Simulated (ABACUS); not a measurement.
Band structure of CsLiMoO4 (F-43m, 7 atoms in the cell; from Materials Project mp-551629, lattice scaled a little).

```
CsLiMoO4
1.0
    0.00000     4.09994     4.09994
    4.09994     0.00000     4.09994
    4.09994     4.09994     0.00000
Cs Li Mo O
1 1 1 4
Direct
  0.75000   0.75000   0.75000
  0.50000   0.50000   0.50000
  0.25000   0.25000   0.25000
  0.88637   0.37121   0.37121
  0.37121   0.37121   0.88637
  0.37121   0.88637   0.37121
  0.37121   0.37121   0.37121
```

Level of theory: PBEsol, PseudoDojo 0.4 standard norm-conserving PBEsol (tails mended) pseudopotentials (plane waves; ABACUS).

Settings: KPT = MP 5 5 5 0 0 0; basis_type = pw; ecutwfc = 84 Ry; smearing_method = fixed; potentials = PseudoDojo 0.4 standard norm-conserving PBEsol (tails mended); symmetry = 1; nbands = 31; ks_solver = cg; scf_nmax = 100; scf_thr = 1.0e-09 Ry; mixing_type = broyden; mixing_beta = 0.4.

The structure comes from a collection of computed structures, made at another level of theory; the collection holds predicted forms beside known ones. Its lattice was then scaled.

Predict the gap along the standard path and the places of the band edges.

The gap along the path is 4.84 eV, direct at Γ to within 0.01 eV.

Points are given in units of this cell's reciprocal vectors. Levels in eV from the top of the valence band on the path, bands 22 to 29:
```csv
point,22,23,24,25,26,27,28,29
Γ (0 0 0),-1.26,-0.01,-0.01,-0.01,4.84,5.09,5.09,7.40
X (0.5 0 0.5),-0.45,-0.45,-0.35,-0.35,4.88,5.59,6.38,6.83
W (0.5 0.25 0.75),-0.50,-0.35,-0.33,-0.32,5.04,5.49,6.22,7.12
K (0.375 0.375 0.75),-0.55,-0.38,-0.31,-0.29,5.03,5.49,6.24,7.05
L (0.5 0.5 0.5),-0.75,-0.52,-0.52,0.00,5.30,5.30,6.13,7.08
U (0.625 0.25 0.625),-0.55,-0.38,-0.31,-0.29,5.03,5.49,6.24,7.05
```

“Tails mended”: in these copies of the files the far tail of each local potential was reset to the Coulomb form.
